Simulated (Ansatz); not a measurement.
Space group P-43m (No. 215). a = 5.841 Å, b = 5.841 Å, c = 5.841 Å, α = 90.00°, β = 90.00°, γ = 90.00°
```json
{"atom": "Ga", "site": "4e", "symmetry": ".3m", "x": "0.2614", "y": "0.2614", "z": "0.2614"}
{"atom": "Bi", "site": "1a", "symmetry": "-43m", "x": "0.0000", "y": "0.0000", "z": "0.0000"}
{"atom": "As", "site": "3c", "symmetry": "-42.m", "x": "0.5000", "y": "0.5000", "z": "0.0000"}
```

Equation of state of this Ga4BiAs3 structure (not necessarily the ground state), with shape and atoms relaxed at each volume where symmetry leaves them free. All numbers below come from DFT r2SCAN, scalar-relativistic, plane waves, PAW (Ansatz 0.2.0).

Settings: cutoff 500 eV, Γ-centred mesh 6×6×6 on the computed 8-atom cell, Gaussian smearing of 0.10 eV; no spin polarisation.

```csv
V (Å³/atom),E − E(largest V) (meV/atom),P (GPa),gap on mesh (eV)
23.415,3.01,4.34,0.21
24.162,-11.47,1.96,0.08
24.910,-15.81,-0.04,0.00
25.657,-11.56,-1.74,0.00
26.404,0.00,-3.18,0.00
```

Q: Fit a third-order Birch–Murnaghan equation to E(V).

A: V0 = 24.89 Å³/atom, B0 = 61 GPa, B0' = 4.5.

Spin-orbit coupling is left out, which matters for the bands of heavy elements.

Cost: 5 runs of about 22 core-minutes in all, on Arm Neoverse V2 (shared hosts).